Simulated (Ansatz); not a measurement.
GeSb₂Te₄:
```yaml
crystal:
  lattice:
    - [2.12351, 1.22601, 13.41115]
    - [-2.12351, 1.22601, 13.41115]
    - [0.00000, -2.45202, 13.41115]
  atoms:
    - { symbol: Ge, position: [0.00000, 0.00000, 0.00000] }
    - { symbol: Sb, position: [0.42427, 0.42427, 0.42427] }
    - { symbol: Sb, position: [0.57573, 0.57573, 0.57573] }
    - { symbol: Te, position: [0.13373, 0.13373, 0.13373] }
    - { symbol: Te, position: [0.86627, 0.86627, 0.86627] }
    - { symbol: Te, position: [0.29190, 0.29190, 0.29190] }
    - { symbol: Te, position: [0.70810, 0.70810, 0.70810] }
```

Relaxed with PBE+D3(BJ). Special points in fractions of this cell's reciprocal vectors: Γ (0.000, 0.000, 0.000); T (0.500, 0.500, 0.500); H2 (0.828, 0.172, 0.500); H0 (0.500, -0.172, 0.172); L (0.500, 0.000, 0.000); S0 (0.336, -0.336, 0.000); S2 (0.664, 0.000, 0.336); F (0.500, 0.000, 0.500).

Problem. List the band energies nearest the valence-band maximum at these points for PBE+D3(BJ) with spin–orbit coupling in the plane-wave PAW code Ansatz.

Solution. In eV from the valence-band maximum; about four levels below and three above (degenerate sets whole), none deeper than 8.9 eV; points with the same levels are listed once.

```csv
k,below,above
Γ,-0.79 -0.79 -0.10 -0.10,0.22 0.22 0.40 0.40
T,-0.99 -0.99 -0.06 -0.06,0.20 0.20 0.42 0.42
H2,-1.22 -1.22 -0.71 -0.71,0.80 0.80 1.27 1.27
L,-1.52 -1.52 -0.82 -0.82,0.47 0.47 1.06 1.06
S0,-1.01 -1.01 -0.83 -0.83,0.95 0.95 1.03 1.03
F,-1.30 -1.30 -0.43 -0.43,0.29 0.29 0.68 0.68
```

Space group R-3m. Symmetry was held in the PBE+D3(BJ) relaxation.

Potentials: the later of the program's two PAW sets.
